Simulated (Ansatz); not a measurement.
Moving the Hubbard U on V d in Ba2Tl5V3O12

```
Ba V Tl O
1.0
     4.23698    2.44622    6.12840
    -4.23698    2.44622    6.12840
     0.00000   -4.89244    6.12840
Ba V Tl O
2 3 5 12
Cartesian
  0.0000 0.0000 9.1926
  0.0000 0.0000 0.0000
  0.0000 2.4462 6.1284
  -2.1185 -1.2231 6.1284
  2.1185 -1.2231 6.1284
  0.0000 -2.4462 3.0642
  2.1185 1.2231 3.0642
  -2.1185 1.2231 3.0642
  0.0000 0.0000 13.6133
  0.0000 0.0000 4.7719
  2.6932 -0.0671 7.4143
  -1.2885 2.3659 7.4143
  -1.4047 -2.2988 7.4143
  -1.4047 2.2988 10.9708
  2.6932 0.0671 10.9708
  -1.2884 -2.3659 10.9708
  -2.6932 0.0671 10.9708
  1.2884 -2.3659 10.9708
  1.4047 2.2988 10.9708
  1.4047 -2.2988 7.4143
  -2.6932 -0.0671 7.4143
  1.2885 2.3659 7.4143
```

The cell comes from a database or a generator and needn't be the stable form of this composition.

Kept alike: task projected density of states; functional PBE; k mesh 4 × 4 × 4; occupations fermi-dirac, width 0.05 eV; collinear spin, ferromagnetic start. Program: Ansatz, Ansatz PAW, cutoff 420 eV. The mesh is that of the run's cell of 22 atoms. No spin-orbit coupling.

| Hubbard U on V d, U (eV) | pressure (GPa) | largest site moment (μB) |
| --- | --- | --- |
| 2 | 0.36 | 0.36 |
| 4 | 1.12 | 0.53 |
| 6 | 2.12 | 0.68 |
| 8 | 5.13 | 1.15 |

Pressure is positive in compression, with a Pulay correction for the finite cutoff. For a metal such a mesh leaves the last digits unconverged. How U acts hangs on the program's projectors. The runs hold the magnetic state that their start led to, which needn't be the lowest. Site moments count inside each atom's sphere or projector. U is the effective U - J on orthogonalised atomic projectors. Double counting: fully localised limit (the default).

Task: What does the Hubbard U on V d change here?

Result: The pressure rises from 0.36 to 5.13 GPa between 2 and 8 eV. U localises the shell and weakens its bonds, so the cell pushes outwards. The largest site moment rises from 0.36 to 1.15 μB between 2 and 8 eV.
